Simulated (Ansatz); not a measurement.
InSe:
```yaml
crystal:
  lattice:
    - [4.02826, 0.00000, 0.00000]
    - [-2.01413, 3.48858, 0.00000]
    - [0.00000, 0.00000, 16.98939]
  atoms:
    - { symbol: In, position: [0.00000, 0.00000, 0.58208] }
    - { symbol: In, position: [0.00000, 0.00000, 0.41792] }
    - { symbol: In, position: [0.33333, 0.66667, 0.91792] }
    - { symbol: In, position: [0.33333, 0.66667, 0.08208] }
    - { symbol: Se, position: [0.66667, 0.33333, 0.84365] }
    - { symbol: Se, position: [0.66667, 0.33333, 0.15635] }
    - { symbol: Se, position: [0.33333, 0.66667, 0.65634] }
    - { symbol: Se, position: [0.33333, 0.66667, 0.34366] }
```

Relaxed with r²SCAN+D4. Independent-particle spectrum: no excitons, no local fields, no scissors shift; 0.1 eV broadening; ε₁ of the summed bands alone.

Question: Tabulate the dielectric function from DFT-r²SCAN+D4 in the program Ansatz with PAW potentials.

Answer: 

```
E (eV)  ε₁ xx  ε₂ xx  ε₁ zz  ε₂ zz
------  -----  -----  -----  -----
0.0      7.39   0.00   8.51   0.00
0.3      7.42   0.00   8.61   0.00
0.6      7.51   0.00   8.96   0.00
0.9      7.67   0.00   9.95   0.83
1.2      7.93   0.03   9.29   1.70
1.5      8.26   0.08   9.09   1.81
1.8      8.75   0.13   9.26   1.89
2.1      9.61   0.42   9.73   2.02
2.4     10.15   1.00  10.64   2.31
2.7     11.09   1.39  12.52   3.00
3.0     12.71   2.91  16.10   8.10
3.3     13.09   4.99  10.76  12.72
3.6     13.93   7.71   4.16  15.03
3.9     11.13  11.39   1.50  11.15
4.2      8.90  12.81   1.27   9.44
4.5      7.39  14.88  -2.06   8.13
4.8      1.37  16.51   0.45   3.99
5.1     -3.14  10.30   3.20   4.87
5.4     -1.76   7.17   2.86   7.38
5.7     -0.86   6.83  -0.02   8.35
6.0      0.47   6.54  -0.84   5.61
6.3      0.72   6.75   0.04   4.69
6.6      0.42   8.49   1.28   5.95
6.9     -4.01   8.49  -1.77   7.70
7.2     -3.54   5.28  -3.20   4.32
7.5     -3.33   4.33  -2.34   2.77
7.8     -2.85   3.48  -1.25   2.30
8.1     -2.60   3.10  -0.61   2.25
8.4     -2.19   2.58  -0.17   2.59
8.7     -2.13   2.15  -0.60   2.59
9.0     -1.45   1.90   0.24   2.82
9.3     -1.26   2.24  -1.00   3.22
9.6     -1.43   1.94  -1.24   2.54
9.9     -1.24   1.78  -1.19   2.06
10.2    -1.33   1.76  -0.91   1.85
10.5    -1.22   1.44  -0.87   1.85
10.8    -1.11   1.40  -0.88   1.54
11.1    -1.20   1.22  -0.83   1.32
11.4    -0.97   0.91  -0.54   1.16
11.7    -0.82   0.88  -0.48   1.28
12.0    -0.76   0.77  -0.54   1.08
```

With all bands, ε∞ without local fields is 7.50 (xx = yy), 8.63 (zz).

Space group P-6m2. The workflow started from a Materials Project entry (that database holds measured and hypothetical structures alike); the Crystallography Open Database copy checked does not list it. It is not the phase usual at ambient conditions (space group No. 194). The cell was relaxed with r²SCAN+D4 under the symmetry of its start; its stability against distortions is not shown here. Scalar-relativistic: spin–orbit coupling is off unless named, which matters more the heavier the elements.

Potentials: the later of the program's two PAW sets.
